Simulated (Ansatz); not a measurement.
# Guessed and relaxed cells of SnP₄

The cell of SnP₄ is invented: random cell by space group and Wyckoff sites (P4mm, No. 99). Lengths were set from tabulated atomic sizes, so they are only a guess.

POSCAR.start

```
Sn P
1.0
     4.54942    0.00000    0.00000
     0.00000    4.54942    0.00000
     0.00000    0.00000    5.80095
Sn P
1 4
Cartesian
  2.2747 2.2747 5.0436
  2.2747 2.2747 1.0690
  2.2747 0.0000 3.4461
  0.0000 2.2747 3.4461
  0.0000 0.0000 0.5676
```

The calculation used DFT PBE, scalar-relativistic, plane waves, PAW in Ansatz 0.2.0. Cutoff 420 eV, Gaussian smearing, Γ-centred meshes. Cell and atoms relax first on a coarse mesh and then on a finer one. In between, the cell is made exact in the group found at 0.06 Å. In metals the finer mesh still leaves noise of several meV/atom or more. The steps can't lower the symmetry of their start. No spin polarisation.

POSCAR.end

```
Sn P
1.0
     3.31844    0.00000    0.00000
     0.00000    3.31844    0.00000
     0.00000    0.00000    9.24309
Sn P
1 4
Direct
  0.50000 0.50000 0.87009
  0.50000 0.50000 0.17773
  0.50000 0.00000 0.57804
  0.00000 0.50000 0.57804
  0.00000 0.00000 0.13579
```

The symmetry stays P4mm (No. 99). The volume per atom shrinks by 15.2 %, from 24.0 to 20.4 Å³. The shortest distance goes from 1.83 Å (Sn–P) to 2.35 Å (P–P). The ratio c/a of the conventional cell changes by a factor of 2.18. The energy falls by about 1.9 eV/atom (the start's value is from the coarse mesh).

```yaml
Volume_per_atom: 20.4 Å³
Density: 4.0 g/cm³
Energy_over_the_elements: +0.31 eV/atom
Gap_on_the_12×12×4_mesh_of_the_5-atom_cell: 0 eV (a metal)
```

Energies over the elements count from the elements' standard structures at the same level, with no fitted energy shifts. The references include grey tin and black phosphorus. It can't be a ground state, since the elements alone are lower.

The last run used Gaussian smearing of 0.10 eV. No dispersion correction is applied, so the spacing and binding between layers, chains or molecules are poorly described. The reference form of P is held partly by dispersion forces, which this level lacks. A structure relaxed within its symmetry needn't be a true minimum. In all, the 4 runs took 9 min on 1 thread of Intel(R) Xeon(R) Processor @ 2.50GHz (Skylake/Cascade Lake) (shared host).
